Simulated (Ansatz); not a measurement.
## Notes on Si6Sb

```yaml
crystal:
  lattice:
    - [4.31867, 0.00000, 0.00000]
    - [2.15934, -4.99850, 0.00000]
    - [0.00000, 0.00000, -11.53542]
  atoms:
    - { symbol: Sb, position: [0.27449, 0.45102, 0.75000] }
    - { symbol: Sb, position: [0.72551, 0.54898, 0.25000] }
    - { symbol: Si, position: [0.24696, 0.50608, 0.46261] }
    - { symbol: Si, position: [0.75304, 0.49392, 0.96261] }
    - { symbol: Si, position: [0.75304, 0.49392, 0.53739] }
    - { symbol: Si, position: [0.24696, 0.50608, 0.03739] }
    - { symbol: Si, position: [0.55896, 0.88208, 0.64682] }
    - { symbol: Si, position: [0.44104, 0.11792, 0.14682] }
    - { symbol: Si, position: [0.44104, 0.11792, 0.35318] }
    - { symbol: Si, position: [0.55896, 0.88208, 0.85318] }
    - { symbol: Si, position: [0.02354, 0.95292, 0.40181] }
    - { symbol: Si, position: [0.97646, 0.04708, 0.90181] }
    - { symbol: Si, position: [0.97646, 0.04708, 0.59819] }
    - { symbol: Si, position: [0.02354, 0.95292, 0.09819] }
```

Single point in Ansatz 0.2.0 with LDA, no spin polarisation. Cutoff 420 eV, PAW datasets, 8×8×3 Γ-centred k mesh, fermi-dirac filling (width 0.1 eV).

**Question.** Is the cell too large or too small?

**Answer.** The pressure is 2.5 GPa (compression positive), so with the atoms held at these fractions the cell would first expand. The principal stresses 0.7, 2.2, 4.5 GPa differ, so its shape would change too.

**Question.** What happens at the Fermi level?

**Answer.** It is a metal, with about 6.7 states/eV a cell as the mean within 0.25 eV of the Fermi level, mostly Si p (44 %) and Sb p (40 %).

**Question.** Where is the largest force?

**Answer.** The largest is on Si7 (and as large on other atoms): 0.79 eV/Å, components (0.00, -0.12, -0.79). It makes 131° with the line to a nearest neighbour, Si5 at 2.31 Å.

**Question.** Is it stable against the elements?

**Answer.** 0.30 eV an atom against the elements' usual phases (free molecules for gases, crystals otherwise, with no correction for O₂ or N₂), so at this geometry it isn't bound against them. Relaxing would lower it.

**Question.** How is the charge shared?

**Answer.** Bader charges in e: Si -0.07 to -0.00, Sb +0.20. In the mean Sb gives up most and Si takes most, against the order of Pauling's electronegativities.

Origin: a known structure type with other elements, at an estimated volume, so it need not be a known compound.
